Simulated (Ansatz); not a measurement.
Ge (diamond type) under strong compression

```yaml
crystal:
  lattice:
    - [0.00000, 2.83795, 2.83795]
    - [2.83795, 0.00000, 2.83795]
    - [2.83795, 2.83795, 0.00000]
  atoms:
    - { symbol: Ge, position: [0.87500, 0.87500, 0.87500] }
    - { symbol: Ge, position: [0.12500, 0.12500, 0.12500] }
```

The cell comes from a relaxation on PAW files under the same functional.

Its volume is scaled at fixed shape and fractional positions.

All numbers are PBEsol results (scalar-relativistic) from Ansatz 0.2.0, with a Γ-centred 13×13×13 k mesh, Fermi–Dirac smearing of 0.05 eV, no spin polarisation. Methods: LAPW: all electrons, basis error target 1 meV/atom; PAW: frozen-core files, cutoff 420 eV; crystal datasets: all electrons, by PAW datasets that the program makes for each cell; norm-conserving: pseudopotentials, cutoff 1061 eV.

Energies are extrapolated to zero smearing and count from the unscaled cell; pressure is positive in compression; gaps take the mesh and a band path. No temperature or zero-point motion is included.

The PAW files were made under PBE.

```json
{"V/V0": "1.00", "V (Å³/atom)": "22.86", "P LAPW (GPa)": "0.00", "ΔE LAPW (eV/atom)": "0.000", "P PAW − LAPW (GPa)": "0.00", "ΔE PAW − LAPW (meV/atom)": "0.0"}
{"V/V0": "0.94", "V (Å³/atom)": "21.49", "P LAPW (GPa)": "4.82", "ΔE LAPW (eV/atom)": "0.019", "P PAW − LAPW (GPa)": "0.00", "ΔE PAW − LAPW (meV/atom)": "0.0"}
{"V/V0": "0.88", "V (Å³/atom)": "20.11", "P LAPW (GPa)": "?", "ΔE LAPW (eV/atom)": "?", "P PAW − LAPW (GPa)": "?", "ΔE PAW − LAPW (meV/atom)": "?"}
{"V/V0": "0.80", "V (Å³/atom)": "18.29", "P LAPW (GPa)": "25.4", "ΔE LAPW (eV/atom)": "0.294", "P PAW − LAPW (GPa)": "0.03", "ΔE PAW − LAPW (meV/atom)": "0.4"}
{"V/V0": "0.72", "V (Å³/atom)": "16.46", "P LAPW (GPa)": "47.4", "ΔE LAPW (eV/atom)": "0.699", "P PAW − LAPW (GPa)": "0.08", "ΔE PAW − LAPW (meV/atom)": "1.0"}
{"V/V0": "0.64", "V (Å³/atom)": "14.63", "P LAPW (GPa)": "83.4", "ΔE LAPW (eV/atom)": "1.429", "P PAW − LAPW (GPa)": "0.23", "ΔE PAW − LAPW (meV/atom)": "2.6"}
{"V/V0": "0.55", "V (Å³/atom)": "12.57", "P LAPW (GPa)": "154.5", "ΔE LAPW (eV/atom)": "2.909", "P PAW − LAPW (GPa)": "0.54", "ΔE PAW − LAPW (meV/atom)": "7.7"}
{"V/V0": "0.45", "V (Å³/atom)": "10.29", "P LAPW (GPa)": "314.4", "ΔE LAPW (eV/atom)": "6.105", "P PAW − LAPW (GPa)": "-0.18", "ΔE PAW − LAPW (meV/atom)": "13.4"}
```

Q: Fit the Vinet equation to the LAPW pressures shown (residuals weighted by 1/(|P| + 0.03·Pmax)), and predict the pressure of the withheld row.

A: The fit gives V0 = 22.86 Å³/atom, B0 = 66.5 GPa and B0′ = 4.91. At 20.11 Å³/atom, x = (V/V0)^(1/3) = 0.9582, and P = 3·B0·(1 − x)/x²·exp[1.5·(B0′ − 1)·(1 − x)] = 11.60 GPa. The run itself gave 11.67 GPa (-0.6 % off) and ΔE = 0.088 eV/atom.

Q: From the table, what is the rise of the enthalpy H = E + pV up to the last row, and how stiff is the crystal between the last two rows?

A: ΔH = 6.105 eV + (314.4 GPa × 10.29 Å³ − 0.00 GPa × 22.86 Å³) × 0.006242 eV/(GPa·Å³) = 26.29 eV/atom, of which pV makes 77 %. The mean bulk modulus there is −ΔP/Δln V = 797 GPa.

Q: At the smallest volume, how far do crystal datasets and norm-conserving lie from LAPW in pressure?

A: crystal datasets: 0.00 GPa; norm-conserving: -0.08 GPa, on a LAPW pressure of 314.4 GPa.

Q: How do the Löwdin populations by LAPW change from the unscaled cell to the last row?

A: Ge 3s 1.99 → 1.95, Ge 4s 1.32 → 0.98, Ge 4p 2.68 → 3.09 electrons an atom. These are projections on the shells that the free atoms fill; 0.04 e a cell lies outside them at the start and 0.06 e at the end.
